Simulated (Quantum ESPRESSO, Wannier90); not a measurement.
**Wannierisation of InP (zinc blende)**

```xyz
2
Lattice="0.0000 2.9520 2.9520 2.9520 0.0000 2.9520 2.9520 2.9520 0.0000" Properties=species:S:1:pos:R:3 pbc="T T T"
In     0.0000     0.0000     0.0000
P     -1.4760    -1.4760    -1.4760
```

Cell from Materials Project (mp-20351), symmetrised, no further relaxation. COD (Crystallography Open Database) has an entry of this formula and space group (matched by these alone). Computed values, not measurements, from PBEsol: Quantum ESPRESSO (norm-conserving PseudoDojo potentials, cutoff 56 Ry, no spin polarisation, no spin-orbit coupling) on a Γ-centred 8×8×8 mesh, then Wannier90. Density: 10×10×10 mesh, Gaussian smearing 0.01 Ry. Spin-orbit coupling is left out although heavy elements are present.

Band 6 is isolated and gives one Wannier function a cell (P2 3s 58 %, In1 5p 23 %, In1 5s 12 %; spread 2.41 Å²). Its on-site energy is ε = -9.787 eV relative to the valence-band maximum, and its hoppings t(R) = t(−R) to the nearer images are (images within this range that aren't listed have |t| under 5 meV):

| R (lattice vectors; −R alike) | distance (Å) | t (eV) |
|---|---|---|
| 0 0 1 | 4.17 | -0.162 |
| 0 1 -1 | 4.17 | -0.162 |
| 0 1 0 | 4.17 | -0.162 |
| 1 -1 0 | 4.17 | -0.162 |
| 1 0 -1 | 4.17 | -0.162 |
| 1 0 0 | 4.17 | -0.162 |
| 1 -1 -1 | 5.90 | 0.008 |
| 1 -1 1 | 5.90 | 0.008 |
| 1 1 -1 | 5.90 | 0.008 |
| 0 1 -2 | 7.23 | 0.013 |
| 0 1 1 | 7.23 | 0.013 |
| 0 2 -1 | 7.23 | 0.013 |
| 1 -2 0 | 7.23 | 0.013 |
| 1 -2 1 | 7.23 | 0.013 |
| 1 0 -2 | 7.23 | 0.013 |
| 1 0 1 | 7.23 | 0.013 |
| 1 1 -2 | 7.23 | 0.013 |
| 1 1 0 | 7.23 | 0.013 |
| 2 -1 -1 | 7.23 | 0.013 |
| 2 -1 0 | 7.23 | 0.013 |
| 2 0 -1 | 7.23 | 0.013 |

Question: Work out the band energy at Γ, X, U, K from these numbers.

Answer: For one orbital E(k) = ε + Σ_R 2 t(R) cos(2π k·R), the sum over the listed R.
- Γ, k = (0.000, 0.000, 0.000): E = -9.787 + (-0.162)·(12.00) + (0.008)·(6.00) + (0.013)·(24.00) = -11.37 eV; pw.x: -11.40 eV
- X, k = (-0.500, -0.500, 0.000): E = -9.787 + (-0.162)·(-4.00) + (0.008)·(6.00) + (0.013)·(-8.00) = -9.20 eV; pw.x: -9.09 eV
- U, k = (-0.375, -0.375, 0.250): E = -9.787 + (-0.162)·(-3.66) + (0.008)·(2.00) + (0.013)·(4.00) = -9.13 eV; pw.x: -9.10 eV
- K, k = (-0.375, 0.000, 0.375): E = -9.787 + (-0.162)·(-3.66) + (0.008)·(2.00) + (0.013)·(4.00) = -9.13 eV; pw.x: -9.10 eV

At these points the listed shells miss the plane-wave band by up to 0.10 eV, of a width of 2.38 eV on the path. With all its hoppings the model misses the band by 1.1 meV at worst on the whole path, so most of the miss comes from the hoppings not listed.
